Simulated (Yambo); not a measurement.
Yambo run on Zn2P2O7 (space group C2/m, No. 12). The wavefunctions are norm-conserving PBEsol (Quantum ESPRESSO, 84 Ry, scalar-relativistic) ones on a 2×2×4 mesh (46 occupied bands); a = b = 5.353 Å, c = 4.558 Å, α = β = 99.10°, γ = 103.17°.

Yambo input:

```
rim_cut
gw0
dyson
el_el_corr
HF_and_locXC
ppa
em1d
RandQpts= 1000000
RandGvec= 1 Ry
EXXRLvcs= 84 Ry
VXCRLvcs= 336 Ry
Chimod= "HARTREE"
% BndsRnXp
 9 | 92 |
%
NGsBlkXp= 7 Ry
% LongDrXp
 1.0 | 1.0 | 1.0 |
%
PPAPntXp= 27.2114 eV
% GbndRnge
 1 | 92 |
%
GTermKind= "BG"
DysSolver= "n"
ExtendOut
% QPkrange
 1 | 1 | 46 | 47 |
 3 | 3 | 46 | 46 |
%
```

k points by index: 1 = Γ, 3 = (0, 0, -0.5).

The o-*.qp file then holds:

```
#    K-point    Band    Eo [eV]    E [eV]    E-Eo [eV]    Vxc [eV]    Vnlxc [eV]    Sc|Eo [eV]    Sc|E [eV]    dSc/dw|Eo [eV]    Re(Z)    Im(Z)
#
    1    46    -0.486956    -1.711022    -1.224066    -21.53476    -27.58075    4.516630    4.821923    -6.785970    0.800395    -0.001297
    1    47    3.626948    5.116052    1.489104    -14.30411    -9.478346    -3.074074    -3.336659    -4.798111    0.850102    -0.949216E-3
    3    46    0.000000    -1.188370    -1.188370    -22.90107    -28.69584    4.317877    4.606398    -6.605876    0.804658    -0.001203
```
(The two width columns are left out.) Convergence of these settings isn't established.

Geometry of the Materials Project entry, not relaxed at this level.

The structure is a Materials Project entry; no match was found in the copy of COD used, and its stability was not checked.
